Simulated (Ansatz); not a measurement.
Al4C3:
```cif
data_C3Al4
_chemical_formula_sum 'Al4 C3'
_space_group_name_H-M_alt 'P 1'
_space_group_IT_number 1
_cell_length_a 8.54659
_cell_length_b 8.54659
_cell_length_c 8.54659
_cell_angle_alpha 22.523
_cell_angle_beta 22.523
_cell_angle_gamma 22.523
loop_
_space_group_symop_operation_xyz
  'x, y, z'
loop_
_atom_site_label
_atom_site_type_symbol
_atom_site_fract_x
_atom_site_fract_y
_atom_site_fract_z
_atom_site_occupancy
Al1 Al 0.87007 0.87007 0.87007 1
Al2 Al 0.12993 0.12993 0.12993 1
Al3 Al 0.70652 0.70652 0.70652 1
Al4 Al 0.29348 0.29348 0.29348 1
C1 C 0.78334 0.78334 0.78334 1
C2 C 0.21666 0.21666 0.21666 1
C3 C 0.00000 0.00000 0.00000 1
```

Relaxed with PBEsol. 

Task: HSE06 on this cell (Ansatz, an electronic-structure program, PAW) gives a gap of 2.14 eV. What does PBEsol give?

Result: 1.25 eV.

Cost on shared cores: the PBEsol run (SCF on a 10×10×10 mesh, then bands and DOS) very roughly 50 core-seconds, the HSE06 run (SCF on 6×6×6, then a few points) about 8 core-minutes (a rough figure); the tasks are unlike.

Space group R-3m. The workflow started from a Materials Project entry (that database holds measured and hypothetical structures alike); the Crystallography Open Database files this formula in space group No. 166, but the cells were not matched. Its standing as an ambient phase is unchecked. Symmetry was held in the PBEsol relaxation; its stability against distortions is not shown here.

Potentials: the later of the program's two PAW sets.

Ansatz is a plane-wave DFT program.
